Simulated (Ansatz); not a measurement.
C:
```cif
data_C6
_chemical_formula_sum 'C6'
_space_group_name_H-M_alt 'P6122'
_space_group_IT_number 178
_space_group_name_Hall 'P 61 2 (0 0 5)'
_cell_length_a 3.56123
_cell_length_b 3.56123
_cell_length_c 3.36390
_cell_angle_alpha 90.000
_cell_angle_beta 90.000
_cell_angle_gamma 120.000
loop_
_atom_site_label
_atom_site_type_symbol
_atom_site_symmetry_multiplicity
_atom_site_Wyckoff_symbol
_atom_site_fract_x
_atom_site_fract_y
_atom_site_fract_z
_atom_site_occupancy
C1 C 6 b 0.46491 0.23246 0.08333 1
```

Relaxed at zero pressure with DFT-r²SCAN in the program Ansatz with PAW potentials.

The volume is raised by 3 % and shape and atoms relax at that volume. What pressure results, and how do the axes share the change?

-11.3 GPa; a 0.9 %, b 0.9 %, c 1.1 %; the energy rises by 7 meV/atom.

Give the new structure.


Space group P6₁22 (No. 178); a = 3.595 Å, b = 3.595 Å, c = 3.400 Å, α = 90.00°, β = 90.00°, γ = 120.00°

| atom | site | symmetry | x | y | z |
|---|---|---|---|---|---|
| C | 6b | ..2 | 0.4657 | 0.2329 | 0.0833 |

The phase is kept; no other phase was compared at this pressure.

Space group P6_122. The start of the workflow was typed in or built on a structure type; neither database checked (COD, Materials Project) lists it. It is not the phase usual at ambient conditions (space group No. 194, 227). The cell was relaxed with r²SCAN under the symmetry of its start; its stability against distortions is not shown here.

Potentials: the earlier of the program's two PAW sets.
